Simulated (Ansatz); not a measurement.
**GaNi (Pm-3m): electronic heat capacity and spin susceptibility from the density of states**

Computed with DFT PBEsol, scalar-relativistic, plane waves, PAW (Ansatz).

Settings: cutoff 420 eV, Γ-centred mesh 14×14×14 on the computed 2-atom cell, Gaussian smearing of 0.10 eV; no spin polarisation.

Relaxed cell: Pm-3m, a = 2.873 Å, b = 2.873 Å, c = 2.873 Å, α = 90.00°, β = 90.00°, γ = 90.00°, 2 atoms in the primitive cell. Whether it is the stable form of this composition wasn't checked.

The density of states at the Fermi level is 0.866 states/eV in the cell of 2 atoms (1 formula unit; both spins, tetrahedra on a 21×21×21 mesh). Averaged over bins of 0.1 eV the density runs from 0.7 to 1.1 states/eV within 0.2 eV of the Fermi level, so the figure hangs on the exact place of that level.

Task: What Sommerfeld coefficient and Pauli susceptibility does this give?

Result: Per formula unit N(E_F) = 0.866 states/eV. γ = (π²/3) k_B² N(E_F) N_A = 2.357 mJ/(mol K²) per state/eV, so γ = 2.0 mJ/(mol K²), a mole of formula units. χ_P = μ_B² N(E_F) N_A = 3.23×10⁻⁵ emu/mol per state/eV gives 2.8×10⁻⁵ emu/mol. This is the bare band result: a measured γ of the same phase is as a rule larger by a factor 1 + λ from phonons and spin fluctuations, the spin part of χ is larger by the Stoner factor, and a measured χ also holds orbital and core terms. N(E_F) at one energy is sensitive to the mesh where the density of states has sharp peaks.

A ferromagnetic start lost its moments in a first run, so spin was left out; other magnetic orders weren't tried.

Cost: 1 run of about 0.44 core-minutes, on Arm Neoverse V1 (shared hosts).